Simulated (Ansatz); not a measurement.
AlNi3 (Cu3Au type, space group No. 221) under volume change, plane-wave PAW r²SCAN (Ansatz code), scaled uniformly.

```tsv
V (Å³/atom)	E − E(relaxed) (meV/atom)	P (GPa)
9.984	66.7	23.66
10.314	27.9	14.40
10.643	6.6	6.59
10.972	0.0	-0.02
11.301	5.9	-5.61
11.630	22.4	-10.33
11.959	47.9	-14.31
```

**Question.** What does a third-order Birch–Murnaghan fit give for V₀, B₀ and B′?

**Answer.** V₀ = 10.97 Å³/atom, B₀ = 202 GPa, B′ = 4.6.

Space group Pm-3m (Cu3Au type). The cell was relaxed with r²SCAN under the symmetry of its start. Spin order of the final state: ferromagnetic, the only order run, not a proven ground state. Other orbital occupations within this spin state were not tried.

Potentials: the earlier of the program's two PAW sets. The files were generated under PBE; for other functionals the program regenerates the frozen cores, and for LDA and PBEsol the local potential too.
